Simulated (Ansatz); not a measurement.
AgI (wurtzite, space group No. 186), LDA (plane waves, PAW; program Ansatz). The conduction-band minimum lies at Γ, with 1 equivalent valley. Second derivatives d²E/dk² of the lowest band at one valley (eV·Å²), along Cartesian directions:

```json
[
 {"direction": "[100]", "d²E/dk²": "54.94"},
 {"direction": "[010]", "d²E/dk²": "54.94"},
 {"direction": "[001]", "d²E/dk²": "57.96"},
 {"direction": "[110]", "d²E/dk²": "54.94"},
 {"direction": "[101]", "d²E/dk²": "56.47"},
 {"direction": "[011]", "d²E/dk²": "56.47"}
]
```

Q: Find the principal effective masses, the density-of-states mass and the conductivity mass.

A: Off-diagonal terms follow from H_xy = H[110] − (H_xx + H_yy)/2, and m*/mₑ = 7.620 eV·Å² over each eigenvalue: 0.13, 0.14, 0.14. One valley's DOS mass (m₁m₂m₃)^(1/3) = 0.14, conductivity mass 3/(Σ 1/mᵢ) = 0.14 mₑ.

Q: What effective density of states Nc follows at 300 K for parabolic valleys?

A: Nc = 2.509e19 × 1 × (0.14)^(3/2) ≈ 1.3e18 cm⁻³.

Q: With the computed static dielectric constant 7.03 (mean of the diagonal), estimate a hydrogenic donor's binding energy and radius.

A: E = 13.606 eV × 0.14/7.03² ≈ 39 meV; a = 0.529 Å × ε/m* ≈ 27 Å. Semilocal masses tend to be too small where the gap is.

Space group P6_3mc (wurtzite). Symmetry was held in the LDA relaxation; of distortions, only those at the zone centre were tested. The run is not spin-polarised. Scalar-relativistic: spin–orbit coupling is off unless named, which matters more the heavier the elements.

Potentials: the later of the program's two PAW sets.
